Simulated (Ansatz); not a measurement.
SrTiO3:
```
CELL_PARAMETERS angstrom
      3.93645     0.00000     0.00000
      0.00000     3.93645     0.00000
      0.00000     0.00000     3.93645
ATOMIC_POSITIONS crystal
  Sr 0.00000 0.00000 0.00000
  Ti 0.50000 0.50000 0.50000
  O  0.00000 0.50000 0.50000
  O  0.50000 0.50000 0.00000
  O  0.50000 0.00000 0.50000
```

Relaxed with PBE.

Task: Which orbitals make up the states near the band edges in the program Ansatz at the PBE level (PAW)?

Result: Top 1 eV of the valence band: O 2p 95 %. Bottom 1 eV of the conduction band: Ti 3d 88 %, O 2p 10 %. Projections are on Löwdin-orthogonalised atomic valence shells; empty p or d shells of many metals are not among them.

Task: Tabulate the density of states.

Result: States/eV per cell of 5 atoms, in 0.25 eV bins, energy from the valence-band maximum.

| E (eV) | total | O 2p | Ti 3d | O 2s |
|---|---|---|---|---|
| -7.88 | 0.00 | 0.00 | 0.00 | 0.00 |
| -7.63 | 0.00 | 0.00 | 0.00 | 0.00 |
| -7.38 | 0.00 | 0.00 | 0.00 | 0.00 |
| -7.13 | 0.00 | 0.00 | 0.00 | 0.00 |
| -6.88 | 0.00 | 0.00 | 0.00 | 0.00 |
| -6.63 | 0.00 | 0.00 | 0.00 | 0.00 |
| -6.38 | 0.00 | 0.00 | 0.00 | 0.00 |
| -6.13 | 0.00 | 0.00 | 0.00 | 0.00 |
| -5.88 | 0.00 | 0.00 | 0.00 | 0.00 |
| -5.63 | 0.00 | 0.00 | 0.00 | 0.00 |
| -5.38 | 0.00 | 0.00 | 0.00 | 0.00 |
| -5.13 | 0.00 | 0.00 | 0.00 | 0.00 |
| -4.88 | 0.00 | 0.00 | 0.00 | 0.00 |
| -4.63 | 0.01 | 0.01 | 0.00 | 0.00 |
| -4.38 | 2.63 | 1.89 | 0.40 | 0.01 |
| -4.13 | 4.62 | 3.23 | 0.99 | 0.01 |
| -3.88 | 4.78 | 3.32 | 1.17 | 0.02 |
| -3.63 | 3.87 | 2.80 | 0.83 | 0.03 |
| -3.38 | 4.69 | 3.52 | 0.91 | 0.03 |
| -3.13 | 5.44 | 4.26 | 0.89 | 0.03 |
| -2.88 | 8.68 | 7.26 | 0.98 | 0.03 |
| -2.63 | 3.13 | 2.47 | 0.51 | 0.02 |
| -2.38 | 2.31 | 1.84 | 0.36 | 0.02 |
| -2.13 | 1.89 | 1.56 | 0.23 | 0.02 |
| -1.88 | 3.12 | 2.72 | 0.20 | 0.03 |
| -1.63 | 2.36 | 2.09 | 0.12 | 0.03 |
| -1.38 | 4.52 | 4.14 | 0.18 | 0.03 |
| -1.13 | 5.71 | 5.26 | 0.24 | 0.04 |
| -0.88 | 6.41 | 5.99 | 0.22 | 0.03 |
| -0.63 | 3.69 | 3.53 | 0.07 | 0.01 |
| -0.38 | 2.41 | 2.36 | 0.01 | 0.00 |
| -0.13 | 1.71 | 1.69 | 0.00 | 0.00 |
| 0.12 | 0.00 | 0.00 | 0.00 | 0.00 |
| 0.37 | 0.00 | 0.00 | 0.00 | 0.00 |
| 0.62 | 0.00 | 0.00 | 0.00 | 0.00 |
| 0.87 | 0.00 | 0.00 | 0.00 | 0.00 |
| 1.12 | 0.00 | 0.00 | 0.00 | 0.00 |
| 1.37 | 0.00 | 0.00 | 0.00 | 0.00 |
| 1.62 | 0.00 | 0.00 | 0.00 | 0.00 |
| 1.87 | 0.13 | 0.00 | 0.12 | 0.00 |
| 2.12 | 1.03 | 0.05 | 0.96 | 0.00 |
| 2.37 | 1.21 | 0.11 | 1.08 | 0.00 |
| 2.62 | 1.59 | 0.20 | 1.35 | 0.00 |
| 2.87 | 1.85 | 0.28 | 1.52 | 0.00 |
| 3.12 | 2.53 | 0.44 | 2.02 | 0.00 |
| 3.37 | 3.40 | 0.65 | 2.62 | 0.00 |
| 3.62 | 6.30 | 1.31 | 4.75 | 0.01 |
| 3.87 | 3.76 | 0.75 | 2.76 | 0.00 |
| 4.12 | 2.11 | 0.42 | 1.52 | 0.01 |
| 4.37 | 0.97 | 0.06 | 0.76 | 0.10 |
| 4.62 | 1.02 | 0.07 | 0.79 | 0.12 |
| 4.87 | 1.24 | 0.12 | 0.93 | 0.14 |
| 5.12 | 1.49 | 0.17 | 1.09 | 0.16 |
| 5.37 | 1.08 | 0.16 | 0.76 | 0.11 |
| 5.62 | 1.08 | 0.16 | 0.64 | 0.08 |
| 5.87 | 1.16 | 0.18 | 0.60 | 0.08 |
| 6.12 | 1.34 | 0.21 | 0.62 | 0.08 |
| 6.37 | 1.73 | 0.28 | 0.73 | 0.11 |
| 6.62 | 1.98 | 0.33 | 0.75 | 0.11 |

Space group Pm-3m (cubic perovskite). The PBE relaxation kept the symmetry of its start. The run is not spin-polarised. Spin–orbit coupling is left out wherever it is not named.

Potentials: the later of the program's two PAW sets.
